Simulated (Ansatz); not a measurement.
MgH2 (rutile) was relaxed and computed twice in Ansatz (plane waves, PAW), once with HSE06 and once with PBE.

|  | run 1 | run 2 |
|---|---|---|
| cell | a = 4.487 Å, b = 4.487 Å, c = 2.998 Å, α = 90.00°, β = 90.00°, γ = 90.00° | a = 4.517 Å, b = 4.517 Å, c = 3.013 Å, α = 90.00°, β = 90.00°, γ = 90.00° |
| gap (eV) | 4.84 | 3.72 |
| B₀ by P(V) fit (GPa) | 51.1 | 48.4 |

Q: Which run used which functional?

A: Run 1 is HSE06, run 2 is PBE.

All cells were relaxed under the symmetry of their starts (and spin orders); stability against distortions was not tested throughout.

Potentials: the later of the program's two PAW sets.

Ansatz (a program for electronic structure) is a plane-wave DFT program.
